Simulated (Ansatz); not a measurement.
## What strain does to KSnCl₃ (cubic perovskite)

KSnCl₃, cubic perovskite, relaxed with r2SCAN in the PAW code Ansatz. Space group Pm-3m (No. 221), cubic; conventional cell a = 5.540 Å, 34.01 Å³ an atom. Around K lie 12 Cl at 3.92 Å; around Sn lie 6 Cl at 2.77 Å; around Cl lie 2 Sn at 2.77 Å and 4 K at 3.92 Å.

The axes x, y and z are those of this cell:
```
CELL_PARAMETERS angstrom
5.53999 0.00000 0.00000
0.00000 5.53999 0.00000
0.00000 0.00000 5.53999
ATOMIC_POSITIONS crystal
K 0.00000 0.00000 0.00000
Sn 0.50000 0.50000 0.50000
Cl 0.50000 0.50000 0.00000
Cl 0.50000 0.00000 0.50000
Cl 0.00000 0.50000 0.50000
```

Unstrained: The PBE gap is direct at R: 0.787 eV. The r2SCAN gap is direct at R: 0.958 eV. With HSE06 the gap is 1.289 eV and direct, at R. Meshes: PBE 6×6×6, r2SCAN 6×6×6, HSE06 4×4×4. Strains are changes of length per length, and xy shears are angles. After each strain the atoms were relaxed again with r2SCAN within the symmetry that the strain leaves, so tilts or polar shifts that break it weren't tested; points keep the names that they have in the unstrained zone. No spin polarisation and no zero-point or thermal motion; the cell was built from a prototype and may be hypothetical.

Changes of the least gap in eV (an overlap counts as a negative gap):
```json
{"strain": "xy shear, engineering strain (angle) +4.0 %", "volume change (%)": "0.0", "space group": "Cmmm", "PBE": "-0.066", "r2SCAN": "-0.075", "HSE06": "-0.070", "energy rise, r2SCAN (meV/atom)": "0.7"}
{"strain": "uniaxial +3.0 % along x", "volume change (%)": "+3.0", "space group": "P4/mmm", "PBE": "+0.013", "r2SCAN": "+0.014", "HSE06": "+0.032", "energy rise, r2SCAN (meV/atom)": "5.7"}
{"strain": "uniaxial +5.0 % along z", "volume change (%)": "+5.0", "space group": "P4/mmm", "PBE": "+0.021", "r2SCAN": "+0.023", "HSE06": "+0.051", "energy rise, r2SCAN (meV/atom)": "13.8"}
{"strain": "epitaxial -0.5 % in the xy plane, free normal strain +0.17 %", "volume change (%)": "-0.8", "space group": "P4/mmm", "PBE": "-0.082", "r2SCAN": "-0.088", "HSE06": "-0.089", "energy rise, r2SCAN (meV/atom)": "0.1"}
```

Xy shear, engineering strain (angle) +4.0 %. HSE06: the gap goes from 1.289 to 1.219 eV (-0.070 eV). Stress change with r2SCAN, compression positive: xx 0.00, yy 0.00, zz 0.00, xy -0.17 GPa.

Uniaxial +3.0 % along x, other directions held. HSE06: the gap goes from 1.289 to 1.321 eV (+0.032 eV). Stress change with r2SCAN, compression positive: xx -1.42, yy -0.24, zz -0.24 GPa.

Uniaxial +5.0 % along z, other directions held. HSE06: the gap goes from 1.289 to 1.340 eV (+0.051 eV). Stress change with r2SCAN, compression positive: xx -0.38, yy -0.38, zz -2.11 GPa.

Epitaxial -0.5 % in the xy plane, free normal strain +0.17 %. HSE06: the gap goes from 1.289 to 1.200 eV (-0.089 eV). Stress change with r2SCAN, compression positive: xx +0.32, yy +0.32, zz -0.01 GPa.

Spin-orbit coupling is left out, which matters wherever the heavy atoms make up the band edges.

The meshes of the hybrids are coarse, so their gaps aren't converged to the digits shown.
